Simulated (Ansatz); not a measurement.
ZnO:
```yaml
crystal:
  lattice:
    - [3.22241, 0.00000, 0.00000]
    - [-1.61121, 2.79069, 0.00000]
    - [0.00000, 0.00000, 10.47055]
  atoms:
    - { symbol: Zn, position: [0.00000, 0.00000, 0.00067] }
    - { symbol: Zn, position: [0.00000, 0.00000, 0.50067] }
    - { symbol: Zn, position: [0.66667, 0.33333, 0.75052] }
    - { symbol: Zn, position: [0.33333, 0.66667, 0.25052] }
    - { symbol: O, position: [0.00000, 0.00000, 0.81210] }
    - { symbol: O, position: [0.00000, 0.00000, 0.31210] }
    - { symbol: O, position: [0.66667, 0.33333, 0.56234] }
    - { symbol: O, position: [0.33333, 0.66667, 0.06234] }
```

Tensor components refer to the Cartesian frame of this cell.

Give the high-frequency dielectric tensor and the Born effective charge tensors of the independent atoms from DFPT, the program Ansatz at the PBEsol level (PAW).


ε∞:
```
5.48  0.00  0.00
0.00  5.48  0.00
0.00  0.00  5.50
```
Z* of atom 1 (Zn), rows: field, columns: displacement, in e:
```
2.12  0.00  0.00
0.00  2.12  0.00
0.00  0.00  2.18
```
Z* of atom 3 (Zn), rows: field, columns: displacement, in e:
```
2.14  0.00  0.00
0.00  2.14  0.00
0.00  0.00  2.12
```
Z* of atom 5 (O), rows: field, columns: displacement, in e:
```
-2.12   0.00   0.00
 0.00  -2.12   0.00
 0.00   0.00  -2.18
```
Z* of atom 7 (O), rows: field, columns: displacement, in e:
```
-2.13   0.00   0.00
 0.00  -2.13   0.00
 0.00   0.00  -2.13
```

Space group P6_3mc. The cell is a constructed one: a structure type filled with these elements. Its sites differ from those of the usual phase in this space group: another stacking or structure type. The cell was relaxed with PBEsol under the symmetry of its start; its stability against distortions is not shown here.

Potentials: the later of the program's two PAW sets.
